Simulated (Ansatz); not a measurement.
**Relaxation path: hcp Hf (10-10), 2 layers**

DFT, PBEsol, PAW with Ansatz's default frozen-core files, scalar-relativistic (Ansatz 0.2.0); a Γ-centred 10×7×1 k mesh, Fermi–Dirac smearing of 0.05 eV, no spin polarisation. The run relaxes the atoms in the fixed cell.

Command: `ansatz run input.yaml --threads 1 --pin off --max-ram 3584MiB --backend cpu --events-out ev --progress --plain --runs-dir out` It took 47 s on 1 thread of Arm Neoverse V2, on a shared host, peak memory 0.49 GiB.

```yaml
crystal:
  lattice:
    - [3.1589152038, 0.0, 0.0]
    - [0.0, 4.9985932686, 0.0]
    - [0.0, 0.0, 16.9119]
  atoms:
    - { symbol: Hf, position: [0.75, 0.75, 0.473039686] }
    - { symbol: Hf, position: [0.25, 0.25, 0.526960314] }
kpoints:
  mp_grid: { grid: [10, 7, 1] }
scf:
  occupations: { method: fermi_dirac, width: 0.05 }
hamiltonian:
  xc: pbesol
  pseudopotentials: { kind: paw }
output:
  forces: true
  stress: true
  eigenvalues: true
relax:
  f_tol: 0.01
  max_steps: 40
efield:
  axis: 3
  amplitude: 0
  dipole_correction: true
```

Each step lists its free energy a cell above the last geometry, and Cartesian positions (Å) with forces (eV/Å).

The first step:

```
step 1  dF = 15.24 meV
  Hf 2.3692 3.7489 8.0000   0.0000 0.0000 0.1848
  Hf 0.7897 1.2496 8.9119   0.0000 0.0000 -0.1848
```

Spin–orbit coupling is left out, which matters for the heavy atoms. The PAW files were made under PBE.

Problem. Where does the relaxation end, and by which steps?

Solution. After 3 geometries, with a shortest distance of 3.051 Å. The further steps:
```
step 2  dF = 0.69 meV
  Hf 2.3692 3.7489 8.0965   0.0000 0.0000 -0.0376
  Hf 0.7897 1.2496 8.8154   0.0000 0.0000 0.0376
step 3  dF = 0.00 meV
  Hf 2.3692 3.7489 8.0791   0.0000 0.0000 -0.0010
  Hf 0.7897 1.2496 8.8328   0.0000 0.0000 0.0010
```
